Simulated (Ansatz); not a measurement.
Cu2O in space group Pn-3m (No. 224; Cu on 4c, O on 2a), the program Ansatz at the PBEsol level (PAW). The conduction-band minimum lies at Γ, with 1 equivalent valley. Second derivatives d²E/dk² of the lowest band at one valley (eV·Å²), along Cartesian directions:

```json
[
 {"direction": "[100]", "d²E/dk²": "8.023"},
 {"direction": "[010]", "d²E/dk²": "8.023"},
 {"direction": "[001]", "d²E/dk²": "8.023"},
 {"direction": "[110]", "d²E/dk²": "8.023"},
 {"direction": "[101]", "d²E/dk²": "8.023"},
 {"direction": "[011]", "d²E/dk²": "8.023"}
]
```

Q: Find the principal effective masses, the density-of-states mass and the conductivity mass.

A: Off-diagonal terms follow from H_xy = H[110] − (H_xx + H_yy)/2, and m*/mₑ = 7.620 eV·Å² over each eigenvalue: 0.95, 0.95, 0.95. One valley's DOS mass (m₁m₂m₃)^(1/3) = 0.95, conductivity mass 3/(Σ 1/mᵢ) = 0.95 mₑ.

Q: What effective density of states Nc follows at 300 K for parabolic valleys?

A: Nc = 2.509e19 × 1 × (0.95)^(3/2) ≈ 2.3e19 cm⁻³.

The cell was relaxed with PBEsol under the symmetry of its start. No spin polarisation was allowed. No Hubbard U is applied.

Potentials: the earlier of the program's two PAW sets. The files were generated under PBE; for other functionals the program regenerates the frozen cores, and for LDA and PBEsol the local potential too.

Edges and masses are those of Kohn–Sham bands, whose gap is no quasiparticle gap.
